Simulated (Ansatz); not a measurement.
Sb3Au:
```yaml
crystal:
  lattice:
    - [-2.95882, 2.95882, 2.95882]
    - [2.95882, -2.95882, 2.95882]
    - [2.95882, 2.95882, -2.95882]
  atoms:
    - { symbol: Sb, position: [0.00000, 0.50000, 0.50000] }
    - { symbol: Sb, position: [0.50000, 0.00000, 0.50000] }
    - { symbol: Sb, position: [0.50000, 0.50000, 0.00000] }
    - { symbol: Au, position: [0.00000, 0.00000, 0.00000] }
```

Relaxed with r²SCAN.

Q: Map the valence electron density (e/Å³), cut off at 3 on the plane through (0.000, 0.500, 0.500) spanned by u = [1, 1, 0] and v = [1, 0, 1] in lattice vectors, from DFT-r²SCAN in the program Ansatz with PAW potentials.

A: x is the fraction of u, y of v (the angle between them is 90°; rows are the nearest grid lines); atoms in the plane: Sb at (0.00, 0.00), Sb at (0.50, 0.00), Sb at (0.00, 0.50), Au at (0.50, 0.50).
```
y \ x   0.000  0.100  0.167  0.267  0.367  0.467  0.533  0.633  0.733  0.833  0.900   1.00
------  -----  -----  -----  -----  -----  -----  -----  -----  -----  -----  -----  -----
1.00     3.00   3.00  0.597  0.324   1.18   3.00   3.00   1.18  0.324  0.597   3.00   3.00
0.933    3.00   1.71  0.467  0.270  0.789   3.00   3.00  0.789  0.270  0.467   1.71   3.00
0.833   0.597  0.357  0.191  0.123  0.255  0.544  0.544  0.256  0.123  0.191  0.357  0.597
0.767   0.324  0.218  0.123  0.079  0.155  0.282  0.281  0.155  0.078  0.123  0.218  0.324
0.700   0.397  0.259  0.145  0.090  0.194  0.408  0.408  0.194  0.090  0.145  0.259  0.397
0.600    3.00  0.931  0.348  0.202  0.832   3.00   3.00  0.832  0.202  0.348  0.931   3.00
0.533    3.00   2.77  0.544  0.292   2.18   3.00   3.00   2.18  0.292  0.544   2.77   3.00
0.467    3.00   2.77  0.544  0.292   2.18   3.00   3.00   2.18  0.292  0.544   2.77   3.00
0.400    3.00  0.931  0.348  0.202  0.832   3.00   3.00  0.832  0.202  0.348  0.931   3.00
0.300   0.397  0.259  0.145  0.090  0.194  0.408  0.408  0.194  0.090  0.145  0.259  0.397
0.233   0.324  0.218  0.123  0.078  0.155  0.281  0.282  0.155  0.079  0.123  0.218  0.324
0.167   0.597  0.357  0.191  0.123  0.256  0.544  0.544  0.255  0.123  0.191  0.357  0.597
0.0667   3.00   1.71  0.467  0.270  0.789   3.00   3.00  0.789  0.270  0.467   1.71   3.00
0.000    3.00   3.00  0.597  0.324   1.18   3.00   3.00   1.18  0.324  0.597   3.00   3.00
```

The density is the valence pseudo-density with augmentation charge, so density and ELF within about 1 Å of a nucleus are not all-electron values.

Space group Im-3m. The workflow started from an entry of the Crystallography Open Database (COD). Whether it is the stable phase at ambient conditions was not checked. The cell was relaxed with r²SCAN under the symmetry of its start; of distortions, only those at the zone centre were tested. Spin–orbit coupling is left out wherever it is not named.

Potentials: the later of the program's two PAW sets.
